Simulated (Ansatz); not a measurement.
Cs₂NbF₆:
```yaml
crystal:
  lattice:
    - [6.36544, 0.00000, 0.00000]
    - [-3.18272, 5.51263, 0.00000]
    - [0.00000, 0.00000, 4.87887]
  atoms:
    - { symbol: Cs, position: [0.66667, 0.33333, 0.30023] }
    - { symbol: Cs, position: [0.33333, 0.66667, 0.69977] }
    - { symbol: Nb, position: [0.00000, 0.00000, 0.00000] }
    - { symbol: F, position: [0.84590, 0.15410, 0.79008] }
    - { symbol: F, position: [0.15410, 0.84590, 0.20992] }
    - { symbol: F, position: [0.84590, 0.69180, 0.79008] }
    - { symbol: F, position: [0.15410, 0.30820, 0.20992] }
    - { symbol: F, position: [0.30820, 0.15410, 0.79008] }
    - { symbol: F, position: [0.69180, 0.84590, 0.20992] }
```
The run is spin-polarised; directions of the spins, atom by atom: 0 0 ↑ 0 0 0 0 0 0.

Cartesian axes are those of the cell as given.

Problem. Give the high-frequency dielectric tensor and the Born effective charge tensors of the independent atoms from DFPT, DFT-PBEsol in the program Ansatz with PAW potentials.

Solution. 
ε∞:
```
4.12  0.00  0.00
0.00  4.12  0.00
0.00  0.00  2.52
```
Z* of atom 1 (Cs), rows: field, columns: displacement, in e:
```
1.40  0.00  0.00
0.00  1.40  0.00
0.00  0.00  1.39
```
Z* of atom 3 (Nb), rows: field, columns: displacement, in e:
```
4.53  0.00  0.00
0.00  4.53  0.00
0.00  0.00  3.55
```
Z* of atom 4 (F), rows: field, columns: displacement, in e:
```
-1.39   0.30  -0.53
 0.30  -1.05   0.31
-0.55   0.32  -1.05
```

Static charges for comparison (Bader): Cs1 +0.92, Nb3 +2.58, F4 -0.74 e. Born charges measure polarisation by displacement and can exceed these by far.

Space group P-3m1. The first step of the workflow began from a Materials Project structure, measured or hypothetical; the Crystallography Open Database files this formula in space group No. 164, but the cells were not matched. Whether it is the stable phase at ambient conditions was not checked. The cell was relaxed with PBEsol under the symmetry of its start; its stability against distortions is not shown here. Spin order of the final state: ferromagnetic, chosen from 4 collinear starts compared on coarse meshes (ties went to the first, and starts can fall back to one state), not a proven ground state. No Hubbard U is applied. Spin–orbit coupling is left out wherever it is not named.

Potentials: the later of the program's two PAW sets.
